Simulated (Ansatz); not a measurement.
**KTaF₆ — ¹⁸¹Ta NMR of the central transition**

Cell: a computed structure from the Materials Project (it need not be an observed phase).

```cif
data_KTaF6
_symmetry_space_group_name_H-M 'P-4c2'
_symmetry_Int_Tables_number 116
_cell_length_a 5.2320
_cell_length_b 5.2320
_cell_length_c 9.6523
_cell_angle_alpha 90.000
_cell_angle_beta 90.000
_cell_angle_gamma 90.000
loop_
_atom_site_label
_atom_site_type_symbol
_atom_site_symmetry_multiplicity
_atom_site_Wyckoff_symbol
_atom_site_fract_x
_atom_site_fract_y
_atom_site_fract_z
K K 2 c 0.0000 0.0000 0.0000
Ta Ta 2 b 0.5000 0.5000 0.2500
F5 F 4 e 0.2405 0.2405 0.2500
F9 F 8 j 0.3154 0.6823 0.1109
```

One atom of each set is listed.

All values are calculated (Ansatz; DFT, PBE, plane waves and PAW, with spin–orbit coupling, 420 eV cutoff, Γ-centred 4×4×2 k-points, Fermi–Dirac smearing 0.02 eV), not measured.

¹⁸¹Ta has I = 7/2 and Q = 3170 mb (Pyykkö 2018); at 35.2 T its Larmor frequency is ν₀ = 181.7 MHz (from the bare nuclear moment; shielding lowers the observed one by a per cent or two). Only the quadrupole interaction is simulated: positions count from each site's isotropic chemical shift, and shift anisotropy, dipolar and J coupling are left out.

Simulated pattern of one Ta site (static powder, Gaussian broadening 500 kHz):

```json
{"offset (kHz)": "-6710.6", "height": "0"}
{"offset (kHz)": "-6376.1", "height": "5"}
{"offset (kHz)": "-6041.6", "height": "23"}
{"offset (kHz)": "-5707.1", "height": "35"}
{"offset (kHz)": "-5372.7", "height": "37"}
{"offset (kHz)": "-5038.2", "height": "38"}
{"offset (kHz)": "-4703.7", "height": "40"}
{"offset (kHz)": "-4369.2", "height": "42"}
{"offset (kHz)": "-4034.7", "height": "44"}
{"offset (kHz)": "-3700.2", "height": "46"}
{"offset (kHz)": "-3365.7", "height": "48"}
{"offset (kHz)": "-3031.2", "height": "51"}
{"offset (kHz)": "-2696.7", "height": "54"}
{"offset (kHz)": "-2362.2", "height": "59"}
{"offset (kHz)": "-2027.8", "height": "64"}
{"offset (kHz)": "-1693.3", "height": "72"}
{"offset (kHz)": "-1358.8", "height": "86"}
{"offset (kHz)": "-1024.3", "height": "100"}
{"offset (kHz)": "-689.8", "height": "93"}
{"offset (kHz)": "-355.3", "height": "85"}
{"offset (kHz)": "-20.8", "height": "84"}
{"offset (kHz)": "313.7", "height": "86"}
{"offset (kHz)": "648.2", "height": "93"}
{"offset (kHz)": "982.7", "height": "90"}
{"offset (kHz)": "1317.1", "height": "58"}
{"offset (kHz)": "1651.6", "height": "42"}
{"offset (kHz)": "1986.1", "height": "37"}
{"offset (kHz)": "2320.6", "height": "34"}
{"offset (kHz)": "2655.1", "height": "31"}
{"offset (kHz)": "2989.6", "height": "21"}
{"offset (kHz)": "3324.1", "height": "5"}
{"offset (kHz)": "3658.6", "height": "0"}
```

(1) Which |C_Q| and η does the pattern imply?

## Answers

(1) The pattern spans 9228 kHz before broadening and its centre of gravity is at -1257 kHz, which fixes P_Q; the places of the horns and steps fix η. That gives P_Q = 299 MHz, |C_Q| = 276 MHz and η = 0.72. The sign of C_Q can't be read from the pattern.

With these PAW files V_zz is typically within 2 to 3 % of all-electron values, but misses above 10 % occur on Ta.
